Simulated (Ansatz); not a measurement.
CsBr:
```cif
data_BrCs
_chemical_formula_sum 'Cs1 Br1'
_space_group_name_H-M_alt 'P 1'
_space_group_IT_number 1
_cell_length_a 4.38983
_cell_length_b 4.38983
_cell_length_c 4.38983
_cell_angle_alpha 90.000
_cell_angle_beta 90.000
_cell_angle_gamma 90.000
loop_
_space_group_symop_operation_xyz
  'x, y, z'
loop_
_atom_site_label
_atom_site_type_symbol
_atom_site_fract_x
_atom_site_fract_y
_atom_site_fract_z
_atom_site_occupancy
Cs1 Cs 0.00000 0.00000 0.00000 1
Br1 Br 0.50000 0.50000 0.50000 1
```

Relaxed with PBE.

**Question.** Which orbitals make up the states near the band edges in the program Ansatz at the PBE level (PAW)?

**Answer.** Top 1 eV of the valence band: Br 4p 95 %. Bottom 1 eV of the conduction band: Cs 6s 45 %, Br 4s 11 %, outside the projected shells 38 %. Projections are on Löwdin-orthogonalised atomic valence shells; empty p or d shells of many metals are not among them.

**Question.** Tabulate the density of states.

**Answer.** States/eV per cell of 2 atoms, in 0.25 eV bins, energy from the valence-band maximum.

```tsv
E (eV)	total	Cs 5p	Br 4p	Cs 6s
-7.85	0.00	0.00	0.00	0.00
-7.60	0.00	0.00	0.00	0.00
-7.35	0.00	0.00	0.00	0.00
-7.10	0.00	0.00	0.00	0.00
-6.85	10.56	10.26	0.19	0.05
-6.60	9.46	9.28	0.07	0.07
-6.35	3.99	3.97	0.01	0.01
-6.10	0.00	0.00	0.00	0.00
-5.85	0.00	0.00	0.00	0.00
-5.60	0.00	0.00	0.00	0.00
-5.35	0.00	0.00	0.00	0.00
-5.10	0.00	0.00	0.00	0.00
-4.85	0.00	0.00	0.00	0.00
-4.60	0.00	0.00	0.00	0.00
-4.35	0.00	0.00	0.00	0.00
-4.10	0.00	0.00	0.00	0.00
-3.85	0.00	0.00	0.00	0.00
-3.60	0.00	0.00	0.00	0.00
-3.35	0.00	0.00	0.00	0.00
-3.10	0.00	0.00	0.00	0.00
-2.85	0.00	0.00	0.00	0.00
-2.60	0.00	0.00	0.00	0.00
-2.35	0.00	0.00	0.00	0.00
-2.10	0.00	0.00	0.00	0.00
-1.85	0.00	0.00	0.00	0.00
-1.60	0.00	0.00	0.00	0.00
-1.35	0.00	0.00	0.00	0.00
-1.10	0.56	0.01	0.47	0.07
-0.85	5.60	0.10	5.11	0.30
-0.60	5.80	0.10	5.46	0.14
-0.35	5.42	0.07	5.25	0.03
-0.10	6.62	0.05	6.50	0.01
0.15	0.00	0.00	0.00	0.00
0.40	0.00	0.00	0.00	0.00
0.65	0.00	0.00	0.00	0.00
0.90	0.00	0.00	0.00	0.00
1.15	0.00	0.00	0.00	0.00
1.40	0.00	0.00	0.00	0.00
1.65	0.00	0.00	0.00	0.00
1.90	0.00	0.00	0.00	0.00
2.15	0.00	0.00	0.00	0.00
2.40	0.00	0.00	0.00	0.00
2.65	0.00	0.00	0.00	0.00
2.90	0.00	0.00	0.00	0.00
3.15	0.00	0.00	0.00	0.00
3.40	0.00	0.00	0.00	0.00
3.65	0.00	0.00	0.00	0.00
3.90	0.00	0.00	0.00	0.00
4.15	0.00	0.00	0.00	0.00
4.40	0.02	0.00	0.00	0.01
4.65	0.08	0.00	0.00	0.05
4.90	0.12	0.00	0.01	0.08
5.15	0.42	0.00	0.01	0.13
5.40	1.09	0.01	0.02	0.31
5.65	2.40	0.01	0.06	0.56
5.90	3.55	0.01	0.08	0.68
6.15	3.34	0.02	0.07	0.66
6.40	3.35	0.01	0.06	0.57
6.65	1.81	0.00	0.04	0.25
6.90	1.84	0.00	0.04	0.21
7.15	2.53	0.00	0.04	0.20
7.40	3.80	0.00	0.03	0.09
7.65	3.25	0.00	0.04	0.08
7.90	3.18	0.00	0.04	0.06
8.15	3.92	0.01	0.07	0.36
8.40	4.07	0.01	0.07	0.38
8.65	2.97	0.01	0.04	0.34
8.90	2.59	0.00	0.03	0.24
9.15	2.24	0.00	0.02	0.17
```

Space group Pm-3m (CsCl type). Symmetry was held in the PBE relaxation. Spin–orbit coupling is left out wherever it is not named.

Potentials: the later of the program's two PAW sets.
